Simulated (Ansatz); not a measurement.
Cu Kα1 powder pattern (kinematic, no thermal factors).
| 2θ (°) | relative intensity |
| --- | --- |
| 14.46 | 2 |
| 20.38 | 3 |
| 21.65 | 6 |
| 21.77 | 1 |
| 25.08 | 100 |
| 29.90 | 2 |
| 29.99 | 1 |
| 32.53 | 2 |
| 35.84 | 1 |
| 36.54 | 3 |
| 41.44 | 26 |
| 41.58 | 50 |
| 42.33 | 2 |
| 47.23 | 1 |
| 49.06 | 31 |
| 49.30 | 15 |
| 60.05 | 8 |
| 60.47 | 4 |
| 60.73 | 1 |
| 66.11 | 6 |
| 66.31 | 12 |
| 75.69 | 16 |
| 75.97 | 8 |
| 81.11 | 7 |
| 81.30 | 3 |
| 81.66 | 3 |

The pattern is computed from a structure relaxed with DFT PBE, scalar-relativistic, plane waves, PAW in Ansatz 0.2.0. No spin polarisation. Its elements are Cd, Mg, Se.

Q: Give the structure.

A: MgCd$_{3}$Se$_{4}$.
Space group P-4m2 (No. 115). a = 4.354 Å, b = 4.354 Å, c = 12.238 Å, α = 90.00°, β = 90.00°, γ = 90.00°
```
atom  site  symmetry       x       y       z
  Mg    1c      -4m2  0.5000  0.5000  0.5000
  Cd    2e      2mm. 0.0000  0.0000  0.7449
  Cd    1b      -4m2  0.5000  0.5000  0.0000
  Se    2g      2mm. 0.5000  0.0000  0.1275
  Se    2g      2mm. 0.0000  0.5000  0.3832
```

A pattern alone doesn't exclude other cells with like lines; this is the one computed.

The structure comes from a generated guess; another structure or a mixture of phases may lie lower.
